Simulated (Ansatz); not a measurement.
**Property card for Sr2TiC2**

These are results of Ansatz, DFT PBE, scalar-relativistic, plane waves, PAW, not measurements.

Plane waves to 420 eV, a k mesh through Γ of 6×6×8 on the computed 5-atom cell and Gaussian smearing (0.10 eV); collinear spin from starting moments 0.0 0.0 2.5 -0.1 -0.1 μB.

The structure is relaxed at this level of theory with its symmetry kept, and needn't be the ground state of this composition.

```cif
data_structure
_symmetry_space_group_name_H-M 'P 1'
_symmetry_Int_Tables_number 1
_cell_length_a 6.2367
_cell_length_b 6.2367
_cell_length_c 4.8149
_cell_angle_alpha 90.000
_cell_angle_beta 90.000
_cell_angle_gamma 120.000
_cell_volume 162.19
loop_
_atom_site_label
_atom_site_type_symbol
_atom_site_fract_x
_atom_site_fract_y
_atom_site_fract_z
_atom_site_occupancy
Sr1 Sr 0.33333 0.66667 0.50000 1
Sr2 Sr 0.66667 0.33333 0.50000 1
Ti1 Ti 0.00000 0.00000 0.50000 1
C1 C 0.33333 0.66667 0.00000 1
C2 C 0.66667 0.33333 0.00000 1
```

Task: Formation energy from the elements' standard states (uncorrected)?

Result: +2.738 eV/atom.

Task: Kohn–Sham band gap?

Result: none (metal).

Task: Density of states at the Fermi level?

Result: 4.0 states/eV per cell.

Task: Orbital (Löwdin) character within 0.5 eV of the Fermi level?

Result: Ti 3d 42 %, C 2p 40 %, unprojected 8 %.

Task: Bader charge by site (e)?

Result: Sr (2 in the cell) 1.10, Ti (1 in the cell) -0.25, C (2 in the cell) -0.98.

Task: Total moment?

Result: 2.67 μB per cell.

Task: Moment by site (μB)?

Result: Ti3 2.26, C4 -0.12, C5 -0.12.

Only this magnetic start was tried.

The cell was found from a structure generator's guess, not taken from experiment. Löwdin shares on free-atom orbitals overweight diffuse shells.
